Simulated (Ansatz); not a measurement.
The relaxed structure here is a generated cell of SiNi: the first start was made by placing the elements on the sites of a structure type, and the end was not matched to a known phase here, so it may be hypothetical. Known forms of SiNi include space group No. 62.

A relaxed cell of SiNi (Fm-3m (No. 225)), relaxed on a k-mesh at least as fine as the one used below. Method: PBE (plane waves to 420 eV, PAW, scalar-relativistic; Ansatz, a quantum-chemistry and plane-wave program). Γ-centred k-mesh 12×12×12 on the run's cell (coarser than for final values), Fermi–Dirac smearing 0.05 eV.

```yaml
crystal:
  lattice:
    - [0.00000, 4.74026, 4.74026]
    - [2.37013, 2.37013, 4.74026]
    - [2.37013, 2.37013, 0.00000]
  atoms:
    - { symbol: Si, position: [0.00000, 0.00000, 0.00000] }
    - { symbol: Si, position: [0.50000, 0.00000, 0.00000] }
    - { symbol: Ni, position: [0.00000, 0.50000, 0.50000] }
    - { symbol: Ni, position: [0.50000, 0.50000, 0.50000] }
```

The atoms are displaced along an unstable phonon of this cell by (Å):

```
atom     ux     uy      uz
----  -----  -----  ------
Si1   0.000  0.000  -0.150
Si2   0.000  0.000   0.150
Ni3   0.000  0.000  -0.089
Ni4   0.000  0.000   0.089
```

What forces (eV/Å) and pressure result?


```json
[
 {"atom": "Si1", "Fx": "0.00", "Fy": "0.00", "Fz": "-0.93"},
 {"atom": "Si2", "Fx": "0.00", "Fy": "0.00", "Fz": "0.93"},
 {"atom": "Ni3", "Fx": "0.00", "Fy": "0.00", "Fz": "-1.46"},
 {"atom": "Ni4", "Fx": "0.00", "Fy": "0.00", "Fz": "1.46"}
]
```

Pressure -2.0 GPa.

Estimate the energy cost of the displacement in the harmonic approximation and compare with the calculation.

For a harmonic well ΔE = −½ Σ F·u = -0.269 eV a cell, or -67 meV/atom. The calculated energy relative to the undisplaced cell is -0.08 eV/atom, so the harmonic estimate holds well.

The undisplaced cell is probably no minimum: from this displacement the run went on to P4/nmm (No. 129), 0.47 eV/atom below it.

No spin polarisation in the result: the starting moments vanished. A magnetic state may lie lower.
